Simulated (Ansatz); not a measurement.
Bcc Fe (110), 5 layers, DFT, PBEsol, all-electron LAPW, scalar-relativistic (Ansatz 0.2.0), on 3 threads of Arm Neoverse V1 (shared host).

Command: `ansatz run input.yaml --threads 3 --pin off --max-ram 9216MiB --backend cpu --events-out ev --progress --plain --runs-dir out`

```yaml
crystal:
  lattice:
    - [2.4145914292, 0.0, 0.0]
    - [-0.8048638097, 2.2764986311, 0.0]
    - [0.0, 0.0, 23.886]
  atoms:
    - { symbol: Fe, position: [0.0, 0.0, 0.3349237508], spin: 2.5 }
    - { symbol: Fe, position: [0.5, 0.5, 0.4174618752], spin: 2.5 }
    - { symbol: Fe, position: [0.0, 0.0, 0.5], spin: 2.5 }
    - { symbol: Fe, position: [0.5, 0.5, 0.5825381248], spin: 2.5 }
    - { symbol: Fe, position: [0.0, 0.0, 0.6650762492], spin: 2.5 }
magnetization:
  spin_polarized: true
kpoints:
  mp_grid: { grid: [18, 18, 1] }
scf:
  occupations: { method: fermi_dirac, width: 0.1 }
hamiltonian:
  xc: pbesol
  pseudopotentials: { kind: all_electron, lapw: { basis_error: 0.001 } }
output:
  forces: true
  stress: true
  eigenvalues: true
  populations: true
  dos: { projected: true, de: 0.2, e_range: [-14, 8] }
efield:
  axis: 3
  amplitude: 0
  dipole_correction: true
```

(1) How large is the problem that the program sets up?

(2) About how long does it take, and how much memory?

## Answers

(1) 91 irreducible k-points, 1779 plane waves at Γ, 56 bands.

(2) 9.3 min of wall time for 17 SCF iterations, with a peak of 2 GiB. Times on shared machines scatter by tens of per cent.
